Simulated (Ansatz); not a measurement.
# Run times of several calculations on GaP

Cell: 2 atoms, space group F-43m, a = 3.854 Å, b = 3.854 Å, c = 3.854 Å, α = 60.00°, β = 60.00°, γ = 60.00°.

All runs are DFT with Ansatz 0.2.0 on 1 thread of Arm Neoverse V2 (aarch64; 8 cores open to the job, memory cap 2.5 GiB, no GPU), a shared host.

**Question.** Rank the runs by wall time, shortest first.
A. relaxation of the ions, PBE, 420 eV, 9×9×9 k-points, smearing 0.02 eV
B. core holes on 2 sites, PBE, 420 eV, 3×3×3 k-points, fixed occupations, 16 atoms
C. dielectric tensor by linear response, PBE, 420 eV, 9×9×9 k-points, fixed occupations

**Answer.** A (3.8 s, 0.35 GiB), C (23 s, 0.46 GiB), B (73 s, 0.73 GiB).
